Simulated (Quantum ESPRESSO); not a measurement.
## Kohn-Sham bands of NbAs (I4₁md)

```xyz
4
Lattice="0.0000 -3.4665 0.0000 3.4665 0.0000 0.0000 -1.7333 1.7333 5.9050" Properties=species:S:1:pos:R:3 pbc="T T T"
Nb     1.7333    -1.7333    -0.0033
Nb    -1.7333     0.0000     2.9492
As     0.0000     0.0000    -0.9769
As     0.0000     1.7333     1.9756
```

Cell from Materials Project (mp-2059), symmetrised, no further relaxation. COD (Crystallography Open Database) has an entry of this formula and space group (matched by these alone). Computed values, not measurements, from PBEsol: Quantum ESPRESSO (norm-conserving PseudoDojo potentials, cutoff 68 Ry, spinors with spin-orbit coupling) on a Γ-centred 4×4×4 mesh, then Wannier90. Density: 10×10×10 mesh, cold smearing 0.01 Ry.

Energies are relative to the Fermi level; weights are on the orthonormalised atomic waves of the pseudopotential files, averaged over the group. 56 electrons a cell are treated as valence.

Task: Into which isolated groups do the bands fall, where do they lie and what are they made of?

Result: 
```tsv
bands	from (eV)	to (eV)	filling	weight on atomic waves
1–4	-55.04	-55.01	filled	Nb 4s 96 %
5–12	-36.02	-35.99	filled	As 3d 100 %
13–24	-35.30	-35.25	filled	As 3d 100 %
25–28	-32.65	-32.52	filled	Nb 4p 98 %
29–36	-30.66	-30.34	filled	Nb 4p 98 %
37–40	-13.13	-10.64	filled	As 4s 67 %, Nb 4d 16 %, Nb 5s 12 %
```

No gap over 0.05 eV opens at the Fermi level at this level of theory.
